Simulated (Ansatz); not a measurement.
Here is the system:

Ta2SiN:
```xyz
8
Lattice="3.2230 0.0000 0.0000 -1.6115 2.7912 0.0000 0.0000 0.0000 12.0097" Properties=species:S:1:pos:R:3 pbc="T T T"
Si     0.0000     1.8608     9.0073
Si     1.6115     0.9304     3.0024
Ta     0.0000     1.8608     1.1505
Ta     1.6115     0.9304     7.1554
Ta     1.6115     0.9304    10.8592
Ta     0.0000     1.8608     4.8543
N      0.0000     0.0000     0.0000
N      0.0000     0.0000     6.0049
```

This is the r²SCAN-relaxed structure.

### Question
All from the program Ansatz at the r²SCAN level (PAW), unless another level is named. Predict the electronic character.

### Answer
metallic (no gap).

### Question
And the density of states at the Fermi level?

### Answer
0.35 states/eV per atom (mean over ±0.08 eV).

### Question
Next, the formation energy from the elements (no fitted shifts)?

### Answer
-0.62 eV/atom.

Space group P6_3/mmc. The start of the workflow was typed in or built on a structure type; neither database checked (COD, Materials Project) lists it. Its standing as an ambient phase is unchecked. Symmetry was held in the r²SCAN relaxation; its stability against distortions is not shown here. No spin polarisation was allowed. The references are the lowest solids computed at this level, not always the standard phases (solids in place of the gases). Spin–orbit coupling is left out wherever it is not named.

Potentials: the later of the program's two PAW sets.
